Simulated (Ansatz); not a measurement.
Lu:
```yaml
crystal:
  lattice:
    - [3.50707, 0.00000, 0.00000]
    - [-1.75354, 3.03721, 0.00000]
    - [0.00000, 0.00000, 5.45872]
  atoms:
    - { symbol: Lu, position: [0.33333, 0.66667, 0.75000] }
    - { symbol: Lu, position: [0.66667, 0.33333, 0.25000] }
```

Relaxed with PBE. Special points in fractions of this cell's reciprocal vectors: Γ (0.000, 0.000, 0.000); M (0.500, 0.000, 0.000); K (0.333, 0.333, 0.000); A (0.000, 0.000, 0.500); L (0.500, 0.000, 0.500); H (0.333, 0.333, 0.500).

Q: List the band energies nearest the Fermi level at these points for the program Ansatz at the PBE level (PAW).

A: In eV from the Fermi level; about four levels below and three above (degenerate sets whole), none deeper than 8.9 eV; points with the same levels are listed once.

| k | below | above |
|---|---|---|
| Γ | -4.86 -4.86 -4.84 -4.84 -2.38 | 0.70 2.19 2.19 |
| M | -2.35 -1.39 -0.82 -0.37 | 1.63 1.84 2.42 |
| K | -1.00 -1.00 -0.65 -0.64 | 1.31 1.31 2.74 |
| A | -4.84 -4.84 -4.35 -4.35 | 1.24 1.24 2.09 2.09 2.09 2.09 |
| L | -4.86 -4.86 -4.86 -4.86 -2.10 -2.10 | 0.11 0.11 1.38 1.38 |
| H | -0.59 -0.59 -0.46 -0.46 | 0.37 0.37 3.41 3.41 |

Space group P6_3/mmc (hcp (Mg type)). The PBE relaxation kept the symmetry of its start. Spin–orbit coupling is left out wherever it is not named.

Potentials: the earlier of the program's two PAW sets.
